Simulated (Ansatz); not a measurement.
Input deck for Ansatz 0.2.0, then the block of the output on the nuclei.

The cell is a COD entry, ions relaxed with PBE at fixed cell.

```yaml
crystal:
  lattice:
    - [11.354, 0.0, 0.0]
    - [0.0, 3.9911, 0.0]
    - [0.0, 0.0, 11.188]
  atoms:
    - { symbol: Bi, position: [0.4867717999, 0.25, 0.325141784] }
    - { symbol: Bi, position: [0.0132282001, 0.75, 0.825141784] }
    - { symbol: Bi, position: [0.9867717999, 0.25, 0.174858216] }
    - { symbol: Bi, position: [0.5132282001, 0.75, 0.674858216] }
    - { symbol: Bi, position: [0.3388136747, 0.75, 0.0321544225] }
    - { symbol: Bi, position: [0.1611863253, 0.25, 0.5321544225] }
    - { symbol: Bi, position: [0.8388136747, 0.75, 0.4678455775] }
    - { symbol: Bi, position: [0.6611863253, 0.25, 0.9678455775] }
    - { symbol: S, position: [0.2845655825, 0.25, 0.1923495128] }
    - { symbol: S, position: [0.2154344175, 0.75, 0.6923495128] }
    - { symbol: S, position: [0.7845655825, 0.25, 0.3076504872] }
    - { symbol: S, position: [0.7154344175, 0.75, 0.8076504872] }
    - { symbol: S, position: [0.5497041869, 0.75, 0.1292867271] }
    - { symbol: S, position: [0.9502958131, 0.25, 0.6292867271] }
    - { symbol: S, position: [0.0497041869, 0.75, 0.3707132729] }
    - { symbol: S, position: [0.4502958131, 0.25, 0.8707132729] }
    - { symbol: S, position: [0.3778669699, 0.75, 0.4438464837] }
    - { symbol: S, position: [0.1221330301, 0.25, 0.9438464837] }
    - { symbol: S, position: [0.8778669699, 0.75, 0.0561535163] }
    - { symbol: S, position: [0.6221330301, 0.25, 0.5561535163] }
kpoints:
  mp_grid: { grid: [3, 7, 3] }
scf:
  occupations: { method: fermi_dirac, width: 0.02 }
hamiltonian:
  xc: r2scan
  pseudopotentials: { kind: paw }
output:
  forces: true
  stress: true
  populations: true
  efg:
    quadrupole_moments_barn: { Bi: -0.516, S: -0.0694 }
    contact_densities: true
  write_density: true
  write_potential: true
  elf: true
  volumetric_format: npy
```

```sh
ansatz run input.yaml --threads 2 --pin off --max-ram 5120MiB --backend cpu --events-out ev --progress --plain --runs-dir out
```

Of the output, the block on the nuclei alone is shown; the set-up, the SCF iterations, energies, forces and stress are cut. One atom of each set with nearly equal values is shown.

```
--- PAW observables at the nuclei: V_zz in 10²¹ V/m², potentials from the cell's mean, atoms counted from 1 ---
  atom   1  Bi V_zz =    +8.869731   η = 0.9646   by run symmetry: allowed   C_q = -110.6661 MHz
            electrostatic potential = -17827.614428 V   contact ρ = 17899160.854129 e/Å³
  atom   5  Bi V_zz =   -22.132099   η = 0.0825   by run symmetry: allowed   C_q = +276.1383 MHz
            electrostatic potential = -17827.627048 V   contact ρ = 17899130.771291 e/Å³
  atom   9  S  V_zz =    -2.822102   η = 0.1958   by run symmetry: allowed   C_q = +4.7357 MHz
            electrostatic potential = -1635.405607 V   contact ρ = 19741.252881 e/Å³
  atom  13  S  V_zz =    +4.605912   η = 0.8478   by run symmetry: allowed   C_q = -7.7291 MHz
            electrostatic potential = -1635.378423 V   contact ρ = 19740.539395 e/Å³
  atom  17  S  V_zz =    -8.947608   η = 0.1762   by run symmetry: allowed   C_q = +15.0148 MHz
            electrostatic potential = -1635.520550 V   contact ρ = 19740.717200 e/Å³
```

Hardware: 2 threads of Arm Neoverse V1 (aarch64; 8 cores open to the job, memory cap 5.0 GiB, no GPU), a shared host with a load of 0.3 a core. Wall time 1.8 min, CPU time 3.5 min, peak memory 2.4 GiB.

Spin–orbit coupling is left out, which shifts gradients on Bi by a few per cent, and by more where contributions nearly cancel.
